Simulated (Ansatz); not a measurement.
Data sheet: SiO$_{2}$ (DFT)

SiO₂:
```yaml
crystal:
  lattice:
    - [4.94523, 0.00000, 0.00000]
    - [0.00000, 4.94523, 0.00000]
    - [0.00000, 0.00000, 6.87213]
  atoms:
    - { symbol: Si, position: [0.30422, 0.30422, 0.00000] }
    - { symbol: Si, position: [0.19578, 0.80422, 0.25000] }
    - { symbol: Si, position: [0.69578, 0.69578, 0.50000] }
    - { symbol: Si, position: [0.80422, 0.19578, 0.75000] }
    - { symbol: O, position: [0.23737, 0.11301, 0.18318] }
    - { symbol: O, position: [0.38699, 0.73737, 0.43318] }
    - { symbol: O, position: [0.76263, 0.88699, 0.68318] }
    - { symbol: O, position: [0.61301, 0.26263, 0.93318] }
    - { symbol: O, position: [0.73737, 0.38699, 0.56682] }
    - { symbol: O, position: [0.88699, 0.76263, 0.31682] }
    - { symbol: O, position: [0.26263, 0.61301, 0.06682] }
    - { symbol: O, position: [0.11301, 0.23737, 0.81682] }
```

Space group P4_12_12 (No. 92); conventional cell a = b = 4.9452 Å, c = 6.8721 Å, α = β = γ = 90.00°.

Method: the program Ansatz at the LDA level (PAW). The cell and atoms are relaxed at this level. Other levels are named where they apply.

### Cell and energy

Volume per atom: 14.01 Å³
Density: 2.37 g/cm³
Formation energy from the elements (no fitted shifts): -2.92 eV/atom

### Electronic structure

- Band gap = 5.55 eV (direct)
- Valence-band maximum = at Γ
- Conduction-band minimum = at Γ
- Electron effective mass = 0.54 mₑ (isotropic)
- Hole effective mass = 1.7, 2.0, 2.0 mₑ (principal values)

### Mechanics

Bulk modulus (Birch–Murnaghan fit): 12.1 GPa
Pressure derivative B′: 3.3
Elastic constants (relaxed ions, GPa): C11 = 47.4, C12 = 4.5, C13 = -10.4, C33 = 41.8, C44 = 70.0, C66 = 25.0
Mechanical stability: stable (all eigenvalues of C positive)
Hill bulk and shear moduli: 11.3 and 38.2 GPa
Young's modulus: 53.8 GPa
Poisson's ratio: -0.30
Debye temperature from the elastic constants: 528 K

### Dielectric response

- Electronic dielectric constant ε∞ (DFPT): 2.32 (xx = yy), 2.31 (zz)
- Static dielectric constant ε0 (ions relaxed, cell fixed): 4.21 (xx = yy), 3.96 (zz)
- Born charges (a third of the trace): Si +3.32, O -1.66 e

### Phonons

* **Highest zone-centre frequency (without LO–TO term)**: 1190 cm⁻¹
* **Zone-centre stability**: no imaginary mode at Γ
* **Dynamical stability on the path**: stable (no imaginary branch)
* **Zero-point energy**: 103.6 meV/atom
* **Vibrational entropy at 300 K**: 14.9 J/(K·mol of atoms)

The measured cell (COD 9009686, doi:10.1063/1.334545; 296 K, pressure taken as ambient) has 14.27 Å³ per atom; the computed volume differs by -1.8 %, which includes thermal expansion and zero-point motion.

The cell was relaxed with LDA under the symmetry of its start. The references are the lowest solids computed at this level, not always the standard phases (solids in place of the gases).

Potentials: the later of the program's two PAW sets.
